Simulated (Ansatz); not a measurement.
## Fields on a plane of AgI (wurtzite)

```
AgI
1.0
    4.56021     0.00000     0.00000
   -2.28011     3.94926     0.00000
    0.00000     0.00000     7.45046
Ag I
2 2
Cartesian
  2.28011   1.31642   0.00126
  0.00000   2.63284   3.72649
  2.28011   1.31642   4.65677
  0.00000   2.63284   0.93154
```

The slice is a (1 -1 0 0) plane (indices of the conventional cell) through the point (0.667, 0.333, 0.625) (fractional), spanned by u = [110] and v = [001] in vectors of this cell: u (4.56 Å) and v (7.45 Å, at 90° to u). It covers one period; positions are fractions (u, v).

Atoms on it: Ag at (0.00, 0.38); I at (0.00, 0.00).

Level of theory: PBEsol (plane waves to 420 eV, PAW, scalar-relativistic; Ansatz, a first-principles code). k mesh 8×8×5. Near the nuclei the fields are pseudised (PAW); where an atom keeps semicore shells as valence, they peak there. AgI was relaxed with its symmetry unable to fall. Spin-orbit coupling is left out, though I is heavy.

```
|xxxxxxxx..**########**..xxxxxx|
|xxxxxx  --************--  xxxx|
|xxxx  ::**##**++++**##**::  xx|
|  ::==**######****######**==::|
|####%%%%%%%%########%%%%%%%%##|
|@@@@@@@@@@@@%%%%%%%%@@@@@@@@@@|
|@@@@@@@@@@@@@@@@@@@@@@@@@@@@@@|
|@@@@@@@@@@@@@@%%%%@@@@@@@@@@@@|
|@@@@@@@@@@%%%%####%%%%@@@@@@@@|
|%%%%%%%%%%##********##%%%%%%%%|
|==++**######++====++######**++|
|xxxx  ++****==----==****++  xx|
|xxxxxx  ++**++====++**++  xxxx|
|xxxxxxxx==************==xxxxxx|
|xxxxxxxx--############--xxxxxx|
|xxxxxxxx==##%%%%%%%%##==xxxxxx|
|xxxxxx  **%%@@@@@@@@%%**  xxxx|
|xxxx  ++##@@@@@@@@@@@@##++  xx|
|::--++##%%@@@@@@@@@@@@%%##++--|
|  ..==**%%@@@@@@@@@@@@%%**==..|
|xxxx  ::**%%@@@@@@@@%%**::  xx|
|xxxxxx  ==##@@@@@@@@##==  xxxx|
|xxxxxxxx..##%%@@@@%%##..xxxxxx|
|xxxxxxxx  **%%%%%%%%**  xxxxxx|
```
Scale: ten equal steps from -3.00 (start of ' ') to 5.34 (end of '@'), in the order ' .:-=+*#%@'. Values: electrostatic potential energy of an electron, from the cell's mean, in eV. The map has 15 points along u (two characters each, u = 0 at the left) and 24 along v (v = 0 in the bottom row). Points within 1 Å of a nucleus are blanked (x), as the pseudised field means little there. Values under -3 eV are set to -3. The zero, the cell's mean, hangs on the PAW cores.

```
v \ u  0.00  0.13  0.27  0.40  0.53  0.67  0.80  0.93
-----  ----  ----  ----  ----  ----  ----  ----  ----
0.88   0.63  0.67  0.42  0.15  0.18  0.18  0.68  0.64
0.75   0.19  0.11  0.06  0.10  0.12  0.08  0.07  0.17
0.62   0.05  0.05  0.15  0.44  0.51  0.31  0.07  0.05
0.50   0.35  0.21  0.22  0.66  0.70  0.47  0.15  0.31
0.38      x  0.56  0.16  0.33  0.47  0.18  0.33     x
0.25   0.28  0.19  0.13  0.04  0.03  0.08  0.16  0.25
0.12   0.64  0.68  0.57  0.09  0.03  0.31  0.70  0.65
0.00      x  0.46  0.69  0.18  0.11  0.47  0.63     x
```

Values: electron localisation function (ELF). Points within 0.5 Å of a nucleus are blanked (x), as the pseudised field means little there.
